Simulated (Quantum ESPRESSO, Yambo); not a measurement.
Ba₂MoCdO₆ (space group Fm-3m, No. 225). The geometry is that of Materials Project entry mp-1207118, symmetrised and not relaxed again. Chain: norm-conserving LDA (Quantum ESPRESSO, 102 Ry, no spin-orbit coupling); G0W0 in Yambo (2×2×2 Γ-centred k mesh, bands 6 to 296 and a 8 Ry block in the screening, 296 bands in G with the Bruneval-Gonze terminator, plasmon pole fitted at 27.2 eV); BSE (4×4×4 mesh, 18 valence and 12 conduction bands, static screening with 99 bands and a 3 Ry block, scissor 1.39 eV, Tamm-Dancoff).

- LDA gap (dense path): 2.24 eV
- LDA gap L → X on the GW mesh: 2.24 eV
- LDA smallest direct gap on the GW mesh, at X: 2.32 eV
- G0W0 direct gap at that point: 3.72 eV
- G0W0 correction to the gap L → X: 1.50 eV
- direct gap on the BSE mesh, with the scissor: 3.72 eV
- first BSE state allowed for light along x: 3.23 eV
- lowest BSE state: 2.87 eV
- binding of the lowest exciton: 0.85 eV

Rough cost of the Yambo steps against G0W0 for 6 states: BSE about 3×.

Nearest settings tried, and what they do to the gap: 194 bands in W, 194 bands in G: +49 meV; 3 Ry block (113 vectors against 411): +75 meV. Not varied: mesh. So the settings aren't converged at that level. The k mesh is coarse. Among the k points computed, the smallest G0W0 gap is 3.67 eV, Γ → X. The BSE states are vertical excitations (zero momentum). Convergence of the binding with the mesh was not shown.

Spin-orbit splittings are left out.

The structure is a Materials Project entry; no match was found in the copy of COD used, and its stability was not checked.
